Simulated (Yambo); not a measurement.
```xyz
3
Lattice="0.0000 3.1812 3.1812 3.1812 0.0000 3.1812 3.1812 3.1812 0.0000" Properties=species:S:1:pos:R:3 pbc="T T T"
Mg     4.7718     4.7718     4.7718
Mg     1.5906     1.5906     1.5906
Ge     0.0000     0.0000     0.0000
```

Mg₂Ge (anti-fluorite, space group Fm-3m, No. 225): mean Im ε in 1 eV windows above the direct gap of 1.73 eV, for different electron-hole kernels (Yambo, broadening 0.15 eV, norm-conserving PBE (Quantum ESPRESSO, 84 Ry, no spin-orbit coupling) bands; 6×6×6 mesh, 3 valence and 10 conduction bands, static screening with 41 bands and a 4 Ry block, scissor 0.64 eV, Tamm-Dancoff; field along x).

```csv
window (eV),independent quasiparticles,RPA (no attraction),BSE
1.7 to 2.7,19,17,28
2.7 to 3.7,43,37,37
3.7 to 4.7,12,12,8.5
4.7 to 5.7,8.3,7.3,7.0
5.7 to 6.7,4.6,7.3,3.9
6.7 to 7.7,1.5,3.2,1.6
```

This run doesn't resolve bound excitons or single peaks, so only averages are given, and they too depend on the mesh; weight that the attraction moves below the gap isn't listed. All transitions below 8.85 eV are in the band window. The scissor comes from a G0W0 run whose convergence isn't established.

Spin-orbit splittings are left out.

Bands and orbitals come from the standard potentials; the scissor and the G0W0 gaps come from a run at the same geometry on the stringent ones, which hold whole semicore shells in the valence.

Geometry relaxed with PBEsol.
